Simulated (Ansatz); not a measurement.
**LuTiGe: what a change of scf.eigensolver.kind, basis.precision does**

Level of theory: PBEsol, no spin polarisation, scalar-relativistic; Ansatz, plane waves to 420 eV (PAW set soft_2), k-mesh 3×3×3. These are the settings of the reference run.

Cell:

```
cell
1.0
     0.0000    7.9055    0.0000
     7.9055    0.0000    0.0000
    -3.9527   -3.9527   -7.4083
Ge Lu Ti
8 8 8
Direct
  0.3737 0.1237 0.7475
  0.8737 0.1237 0.7475
  0.3737 0.6237 0.7475
  0.8737 0.6237 0.7475
  0.8763 0.6263 0.2525
  0.3763 0.6263 0.2525
  0.8763 0.1263 0.2525
  0.3763 0.1263 0.2525
  0.0782 0.3282 0.6564
  0.5782 0.3282 0.6564
  0.0782 0.8282 0.6564
  0.5782 0.8282 0.6564
  0.1718 0.9218 0.3436
  0.6718 0.9218 0.3436
  0.1718 0.4218 0.3436
  0.6718 0.4218 0.3436
  0.7500 0.7500 0.0000
  0.2500 0.7500 0.0000
  0.7500 0.2500 0.0000
  0.2500 0.2500 0.0000
  0.5000 0.5000 0.0000
  0.0000 0.5000 0.0000
  0.5000 0.0000 0.0000
  0.0000 0.0000 0.0000
```

The reference run of this cell is solved again as a single point with these keys changed:

| key | reference run | changed run |
| --- | --- | --- |
| scf.eigensolver.kind | not typed | davidson |
| basis.precision | not typed | f64 |

Q: Does this change matter?

A: 

| quantity | reference run | changed run |
| --- | --- | --- |
| energy, changed less reference (meV an atom) | 0 | 0.0 |
| pressure (GPa) | -0.1 | -0.1 |
| largest force (eV/Å) | 0.04 | 0.04 |
| gap on the mesh (eV) | 0.00 | 0.00 |

The results hardly move, so these settings together matter little here, or the typed value is the one that the program takes anyway. It took 9 iterations from the trained starting density.

Caveats: a single point, atoms not relaxed again.
